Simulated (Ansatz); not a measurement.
BeS (CsCl type, space group No. 221) under volume change, DFT-r²SCAN in the program Ansatz with PAW potentials, scaled uniformly.

```csv
V (Å³/atom),E − E(relaxed) (meV/atom),P (GPa)
11.582,30.0,9.35
11.964,12.4,5.52
12.346,3.0,2.52
12.728,0.0,0.00
13.110,2.8,-2.26
13.492,(withheld),(withheld)
13.873,(withheld),(withheld)
```

Task: Fill in the missing entries.

Result: 
- 13.492, E − E(relaxed) (meV/atom): 10.6
- 13.492, P (GPa): -4.34
- 13.873, E − E(relaxed) (meV/atom): 23.3
- 13.873, P (GPa): -6.17

Task: What does a third-order Birch–Murnaghan fit give for V₀, B₀ and B′?

Result: V₀ = 12.72 Å³/atom, B₀ = 82.7 GPa, B′ = 3.8.

Space group Pm-3m (CsCl type). A made-up cell: these elements were put on the sites of a structure type; neither database checked (COD, Materials Project) lists it. COD files the formula under space group No. 216, so this cell is another polymorph or a model. Its standing as an ambient phase is unchecked. The cell was relaxed with r²SCAN under the symmetry of its start. At this level the phase is dynamically unstable (imaginary phonons).

Potentials: the later of the program's two PAW sets.
